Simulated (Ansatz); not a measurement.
Values for one crystal, relaxed and computed with DFT-r²SCAN in the program Ansatz with PAW potentials; other levels are named.

- Volume per atom = 23.99 Å³
- Band gap = 1.37 eV (indirect)
- Smallest direct gap on the standard path = 2.00 eV
- Conduction-band minimum = at L (3 equivalent valleys)
- Formation energy from the elements (no fitted shifts) = -1796 meV/atom
- Valence-band maximum = on the K–Γ line, 78 % of the way from K

**Question.** Pick the material that matches.
A) ZrS2, CdI2 type
B) MoS2, R3m (Mo on 3a, S on 3a, S on 3a)
C) MgS, rock salt
D) YSF, P4/nmm (Y on 2c, S on 2c, F on 2a)

**Answer.** A, ZrS2, CdI2 type

Space group P-3m1 (CdI2 type). Symmetry was held in the r²SCAN relaxation. The run is not spin-polarised. A crystal of weakly bound layers computed without a dispersion correction: the cell and the soft elastic constants depend strongly on that. The references are the lowest solids computed at this level, not always the standard phases. Scalar-relativistic: spin–orbit coupling is off unless named, which matters more the heavier the elements.

Potentials: the earlier of the program's two PAW sets.
